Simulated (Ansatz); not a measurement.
# Property card for VAg3O4

VAg₃O₄:
```
CELL_PARAMETERS angstrom
     -2.46271     2.46271     4.85896
      2.46271    -2.46271     4.85896
      2.46271     2.46271    -4.85896
ATOMIC_POSITIONS crystal
  V  0.00000 0.00000 0.00000
  Ag 0.75000 0.25000 0.50000
  Ag 0.25000 0.75000 0.50000
  Ag 0.50000 0.50000 0.00000
  O  0.69490 0.10048 0.00000
  O  0.89952 0.89952 0.59442
  O  0.10048 0.69490 0.00000
  O  0.30510 0.30510 0.40558
```

Space group I-42m (No. 121); conventional cell a = 4.925 Å, b = 4.925 Å, c = 9.718 Å, α = 90.00°, β = 90.00°, γ = 90.00°.

Method: PBEsol in the plane-wave PAW code Ansatz. Geometry: relaxed at this level of theory. Other levels are named where they apply.

Cell and energy:

```yaml
volume_per_atom: 14.73 Å³
density: 6.18 g/cm³
Formation energy from the elements (no fitted shifts): -1.02 eV/atom
```

Electronic structure:

```yaml
band_gap: 0.35 eV (indirect)
valence_band_maximum: on the S0–Γ line, 28 % of the way from S0 (k = 0.224, -0.229, 0.229 in fractions of the reciprocal vectors)
conduction_band_minimum: at Γ
smallest_direct_gap_on_the_standard_path: 0.60 eV
electron_effective_mass: 0.61, 0.65, 0.65 mₑ (principal values)
hole_effective_mass: 0.94, 1.8, 1.9 mₑ (principal values)
HSE06 gap on the PBEsol cell: 1.95 eV
Gap with spin–orbit coupling: 0.32 eV
```

Mechanics:

```yaml
Bulk modulus (Birch–Murnaghan fit): 88.9 GPa
Pressure derivative B′: 5.6
```

Dielectric response:

```yaml
Electronic dielectric constant ε∞ (DFPT): 5.93 (xx = yy), 6.22 (zz)
Born charges (a third of the trace): V +4.35, Ag +1.23 to +1.26, O -2.02 e
```

Charges:

```yaml
bader_charges: V +2.10, Ag +0.65, O -1.01 e
```

The workflow started from a Materials Project entry (that database holds measured and hypothetical structures alike); the Crystallography Open Database files this formula in space group No. 121, but the cells were not matched. Its standing as an ambient phase is unchecked. The PBEsol relaxation kept the symmetry of its start; its stability against distortions is not shown here. No spin polarisation was allowed. No Hubbard U is applied. The references are the lowest solids computed at this level, not always the standard phases (solids in place of the gases). Scalar-relativistic: spin–orbit coupling is off unless named, which matters more the heavier the elements.

Potentials: the later of the program's two PAW sets.
